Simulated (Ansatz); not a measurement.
Cs₂Pt in space group P6_3/mmc (No. 194; Cs on 2d, Cs on 2a, Pt on 2c), r²SCAN in the plane-wave PAW code Ansatz, all energies at zero smearing, with the estimated change up to a 700 eV cutoff added, with one set of potentials and settings (totals compare only within such a set). Cell of 6 atoms (4 Cs, 2 Pt): -47817.771 eV.

```csv
element,reference phase,E (eV/atom)
Cs,"Im-3m, 1 atoms in the cell",-5685.9274
Pt,"Fm-3m, 1 atoms in the cell",-12536.7848
```

Formation energy per atom, worked out: (-47817.771 − 4×(-5685.9274) − 2×(-12536.7848))/6 = -0.082 eV/atom (-8 kJ per mol of atoms), at 0 K, without zero-point energy or fitted corrections.

The workflow started from a Materials Project entry (that database holds measured and hypothetical structures alike); the Crystallography Open Database copy checked does not list it. Its standing as an ambient phase is unchecked. The cell was relaxed with r²SCAN under the symmetry of its start; whether a distortion lowers the energy is not shown. No spin polarisation was allowed. The references are the lowest solids computed at this level, not always the standard phases. Scalar-relativistic: spin–orbit coupling is off unless named, which matters more the heavier the elements.

Potentials: the later of the program's two PAW sets.
